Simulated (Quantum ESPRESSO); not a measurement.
## One change at a time to AlGaLi2NbRu3

All numbers below are calculated, not measured. They come from Quantum ESPRESSO 7.5, a public plane-wave density functional program. Each row is one single-point run on a made-up periodic cell of eight metal atoms, with elements, volume, strain and displacements drawn at random and not relaxed, so a cell may be unstable or far from any real phase. There is no spin polarisation or spin-orbit coupling.

Settings: PBE unless stated; PseudoDojo standard norm-conserving files; Fermi-Dirac width 0.25 eV, which means electrons at about 2900 K; cutoff 1143 eV; 8 x 4 x 3 k mesh shifted half a step off Gamma. E is the free energy of the whole cell (internal energy minus TS), so a -TS column is already part of it. Stress is positive in tension, and the pressure P is minus a third of its trace.

Checks: one run of this series was repeated at a higher cutoff and on a denser mesh, which moved values by no more than 0.003 eV, 0.04 GPa and 0.008 eV/Å, and a second program with other atomic files agreed on it to 2 % rms in force and 0.5 GPa in pressure. Known limits: heavy elements are run without spin-orbit coupling, which real alloys of them have; a spin test at this wide smearing found no moment, but such smearing suppresses magnetism that the real alloy may have.

The lattice is face-centred cubic, and the cell vectors in Å are (-0.002, 1.960, 1.980); (-0.070, 4.031, -4.073); (-7.937, -1.942, 1.970), a volume of 127.25 Å³ in run 1. The elements on sites 1 to 8 are Nb Li Ru Al Ga Ru Ru Li. Each later run makes one change to run 1 and keeps the rest. E is counted from run 1, and is n/a where other atomic files have another zero of energy.

```
run                           change  V (Å³)  P (GPa)  -TS (eV)  rms force (eV/Å)  largest change of a force component (eV/Å)  E (eV)
  1                             none  127.25    -8.57    -1.477             0.556                                       0.000   0.000
  2          sites 4 and 6 exchanged  127.25    -8.53    -1.487             0.527                                       0.739  -0.142
  3    all lengths scaled by +0.99 %  131.06   -11.23    -1.535             0.534                                       0.194       ?
  4           PBEsol in place of PBE  127.25   -12.96    -1.475             0.574                                       0.247     n/a
  5                     Ta on site 2  127.25    -5.17    -1.586             0.453                                       0.714     n/a
  6  site 5 moved by -0.09 Å along y  127.25    -8.16    -1.484             0.629                                       0.345   0.104
```

## Worked estimate

Along a uniform scaling dE = -P dV. The mean of the two pressures is -9.900 GPa and the volume changes by 3.81 Å³, with 160.2 GPa to one eV/Å³. The same two rows give -V dP/dV = 90 GPa for this cell with clamped atoms, which is not the bulk modulus of a real alloy.

## Withheld value

Question: what E should run 3 give?

The estimate is 0.235 eV. The calculation gave 0.236 eV.
